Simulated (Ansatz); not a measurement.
TaRu (L1₀ or tetragonal B2, P4/mmm) under volume change, plane-wave PAW LDA (Ansatz code), shape and atoms relaxed at each volume.

```tsv
V (Å³/atom)	E − E(relaxed) (meV/atom)	P (GPa)
13.804	130.8	33.34
14.259	54.9	20.42
14.714	13.0	9.40
15.169	0.0	0.00
15.624	11.7	-8.00
16.079	44.3	-14.81
16.534	94.8	-20.60
```

What does a third-order Birch–Murnaghan fit give for V₀, B₀ and B′?

V₀ = 15.17 Å³/atom, B₀ = 288 GPa, B′ = 4.3.

The first step of the workflow began from a Materials Project structure, measured or hypothetical; the Crystallography Open Database files this formula in space group No. 123, but the cells were not matched. Whether it is the stable phase at ambient conditions was not checked. Symmetry was held in the LDA relaxation; of distortions, only those at the zone centre were tested. No spin polarisation was allowed. Spin–orbit coupling is left out wherever it is not named.

Potentials: the later of the program's two PAW sets.
